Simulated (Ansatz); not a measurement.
Relaxed-ion elastic tensor of Pd (fcc (Cu type), Fm-3m) in GPa (Voigt order), PBE in the plane-wave PAW code Ansatz; density 11.54 g/cm³, 15.32 Å³ per atom.

```
 204   151   151   0.0   0.0   0.0
 151   204   151   0.0   0.0   0.0
 151   151   204   0.0   0.0   0.0
 0.0   0.0   0.0  73.4   0.0   0.0
 0.0   0.0   0.0   0.0  73.4   0.0
 0.0   0.0   0.0   0.0   0.0  73.4
```

Question: Is the crystal mechanically stable?

Answer: Yes: the smallest eigenvalue of C is 53.6 GPa.

Question: Work out the Voigt, Reuss and Hill averages.

Answer: K_V = 169, K_R = 169, K_H = 169; G_V = 54.7, G_R = 43.3, G_H = 49.0 GPa.

Question: Give Young's modulus, Poisson's ratio, Pugh's ratio and the universal anisotropy index.

Answer: E = 9KG/(3K + G) = 134 GPa; ν = 0.37; K/G = 3.44 (ductile by the Pugh limit of 1.75); A_U = 5G_V/G_R + K_V/K_R − 6 = 1.32.

Question: Estimate the sound speeds and the Debye temperature.

Answer: v_l = √((K + 4G/3)/ρ) = 4500 m/s, v_t = √(G/ρ) = 2060 m/s, mean 2320 m/s; Θ = (h/k)(3n/4πV)^(1/3) v_m = 278 K.

Question: Give the Zener ratio and Young's modulus along [100], [110] and [111].

Answer: A = 2C44/(C11 − C12) = 2.73; 1/E = S11 − 2(S11 − S12 − S44/2)Γ with Γ = 0, 1/4, 1/3 gives 76.4, 139, 192 GPa.

Question: Solve the Christoffel equation for the three sound speeds along [100], [110], [111].

Answer: Eigenvalues of C_ijkl n_j n_l equal ρv². In km/s, slowest first: [100] 2.52, 2.52, 4.21; [110] 1.52, 2.52, 4.66; [111] 1.92, 1.92, 4.81.

Symmetry was held in the PBE relaxation. The run is not spin-polarised. As this level gives no gap, shear constants depend on the k-mesh and smearing (Fermi–Dirac, 0.1 eV here). On the denser mesh and wider smearing of the elastic run this cell carries a stress of 0.4 GPa.

Potentials: the later of the program's two PAW sets.
